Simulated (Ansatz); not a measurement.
Here is the system:

Starting cell, CuI (zinc blende):

```
CELL_PARAMETERS angstrom
      0.00000     3.03967     3.03967
      3.03967     0.00000     3.03967
      3.03967     3.03967     0.00000
ATOMIC_POSITIONS crystal
  I  0.75000 0.75000 0.75000
  Cu 0.00000 0.00000 0.00000
```

In this cell atom 1 (I, nearest neighbour Cu at 2.632 Å; its periodic images, 4.3 Å or more away, move with it) is moved by s along Cartesian x, unit vector (1.000, 0.000, 0.000); all other atoms and the cell stay fixed.

Calculation: PBE (plane waves to 420 eV, PAW, scalar-relativistic; Ansatz, an electronic-structure program). k mesh 8×8×8 (Γ-centred), Fermi-Dirac smearing 0.05 eV. The energy includes the smearing's −TS. CuI is run without spin polarisation. CuI was relaxed with its symmetry unable to fall. Spin-orbit coupling is left out, though I is heavy. ΔE is measured from the undisplaced structure.

The scan covers s from -0.790 to 0.790 Å in 11 points.

Task: Is this a single well or a double well?

Result: A single well with its minimum at or next to zero displacement.

Task: Is the energy the same for equal positive and negative displacements?

Result: Even: the same for both signs. With its periodic images moving along, the atom's site symmetry in this cell is -43m.

Task: What is the force constant k = d²E/ds² of this move at s = 0?

Result: 2.33 eV/Å².

Task: With two atoms in the cell this is the zone-centre optical mode. What wavenumber follows (transverse: no LO-TO term)?

Result: 122 cm⁻¹.

(For displaced atoms, the force is minus the slope of the energy, and its curvature is a force constant, which sets phonon frequencies.)
